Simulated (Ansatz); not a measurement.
Bcc Fe (110), 1 layer, DFT, PBEsol, PAW with Ansatz's default frozen-core files, scalar-relativistic (Ansatz 0.2.0), on 2 threads of Intel(R) Xeon(R) 6975P-C (Granite Rapids) (shared host).

Command: `ansatz run input.yaml --threads 2 --pin off --max-ram 6144MiB --backend cpu --events-out ev --progress --plain --runs-dir out`

```yaml
crystal:
  lattice:
    - [2.4145914292, 0.0, 0.0]
    - [-0.8048638097, 2.2764986311, 0.0]
    - [0.0, 0.0, 7.0]
  atoms:
    - { symbol: Fe, position: [0.0, 0.0, 0.5], spin: 2.5 }
magnetization:
  spin_polarized: true
kpoints:
  mp_grid: { grid: [18, 18, 1] }
scf:
  occupations: { method: fermi_dirac, width: 0.1 }
hamiltonian:
  xc: pbesol
  pseudopotentials: { kind: paw }
output:
  forces: true
  stress: true
  eigenvalues: true
efield:
  axis: 3
  amplitude: 0
  dipole_correction: true
```

Task: How large is the problem that the program sets up?

Result: 91 irreducible k-points, 737 plane waves at Γ, 14 bands.

Task: About how long does it take?

Result: 3.2 s of wall time for 10 SCF iterations. Times on shared machines scatter by tens of per cent.
